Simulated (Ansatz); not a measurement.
ZrGeTe:
```yaml
crystal:
  lattice:
    - [3.81828, 0.00000, 0.00000]
    - [0.00000, 3.81828, 0.00000]
    - [0.00000, 0.00000, 8.48313]
  atoms:
    - { symbol: Zr, position: [0.50000, 0.00000, 0.24812] }
    - { symbol: Zr, position: [0.00000, 0.50000, 0.75188] }
    - { symbol: Ge, position: [0.00000, 0.00000, 0.00000] }
    - { symbol: Ge, position: [0.50000, 0.50000, 0.00000] }
    - { symbol: Te, position: [0.50000, 0.00000, 0.62034] }
    - { symbol: Te, position: [0.00000, 0.50000, 0.37966] }
```

Relaxed with LDA. Special points in fractions of this cell's reciprocal vectors: Γ (0.000, 0.000, 0.000); X (0.000, 0.500, 0.000); M (0.500, 0.500, 0.000); Z (0.000, 0.000, 0.500); R (0.000, 0.500, 0.500); A (0.500, 0.500, 0.500).

**Question.** List the band energies nearest the Fermi level at these points for LDA (plane waves, PAW; program Ansatz).

**Answer.** In eV from the Fermi level; about four levels below and three above (degenerate sets whole), none deeper than 8.9 eV; points with the same levels are listed once.

| k | below | above |
|---|---|---|
| Γ | -1.01 -1.01 -0.25 -0.17 | 0.04 1.10 1.19 |
| X | -1.71 -1.71 -0.70 -0.70 | 0.59 0.59 1.91 1.91 |
| M | -3.33 -3.33 -2.02 -2.02 | 2.48 2.48 2.61 2.61 |
| Z | -2.16 -1.92 -0.82 -0.82 | 0.14 0.31 1.14 1.15 |
| R | -1.29 -1.29 -0.40 -0.40 | 0.94 0.94 1.72 1.72 |
| A | -2.95 -2.95 -2.01 -2.01 | 1.46 1.46 2.48 2.48 |

Space group P4/nmm. The first step of the workflow began from a Materials Project structure, measured or hypothetical; the Crystallography Open Database files this formula in space group No. 129, but the cells were not matched. Its standing as an ambient phase is unchecked. The cell was relaxed with LDA under the symmetry of its start; its stability against distortions is not shown here. The run is not spin-polarised. Scalar-relativistic: spin–orbit coupling is off unless named, which matters more the heavier the elements.

Potentials: the later of the program's two PAW sets.
